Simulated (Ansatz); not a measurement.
One crystal and one scan (scan of one atom of the cell) at two levels, PBE (plane waves to 420 eV, PAW, scalar-relativistic; Ansatz, a quantum-chemistry and plane-wave program) and r2SCAN (plane waves to 500 eV, PAW, scalar-relativistic; Ansatz), each from its own relaxed cell and on its own mesh. The cell shown is that of PBE.

Starting cell, BN (wurtzite):

```
CELL_PARAMETERS angstrom
      2.55453     0.00000     0.00000
     -1.27726     2.21229     0.00000
      0.00000     0.00000     4.22457
ATOMIC_POSITIONS crystal
  B  0.66667 0.33333 0.99991
  B  0.33333 0.66667 0.49991
  N  0.66667 0.33333 0.62529
  N  0.33333 0.66667 0.12529
```

In this cell atom 1 (B, nearest neighbour N at 1.567 Å; its periodic images, 2.6 Å or more away, move with it) is moved by s along Cartesian x, unit vector (1.000, 0.000, 0.000); all other atoms and the cell stay fixed.

The energy includes the smearing's −TS. BN was relaxed with its symmetry unable to fall. Both scans cover s from -0.470 to 0.470 Å.

ΔE (meV/cell), each from the undisplaced structure of its own level:

| s (Å) | PBE | r2SCAN |
|---|---|---|
| -0.470 | 2701 | 2799 |
| -0.376 | 1723 | 1783 |
| -0.282 | 969 | 1001 |
| -0.188 | 431 | withheld |
| -0.094 | 108 | 111 |
| 0.000 | 0 | 0 |
| 0.094 | 108 | 111 |
| 0.188 | 431 | withheld |
| 0.282 | 969 | 1001 |
| 0.376 | 1723 | 1783 |
| 0.470 | 2701 | 2799 |

Problem. Estimate the r2SCAN value at 0.188 from the PBE value there and the ratio of the two levels in the two nearest given rows on that side of the minimum.

Solution. At 0.282 and 0.094 the ratio r2SCAN/PBE averages 1.030, which gives 1.030 × 431 = 444 meV/cell. The calculation gives 445 meV/cell, +3.2 % against PBE.

(A displaced cell: forces are minus the slopes of the energy, force constants its curvatures, and phonons follow from these.)
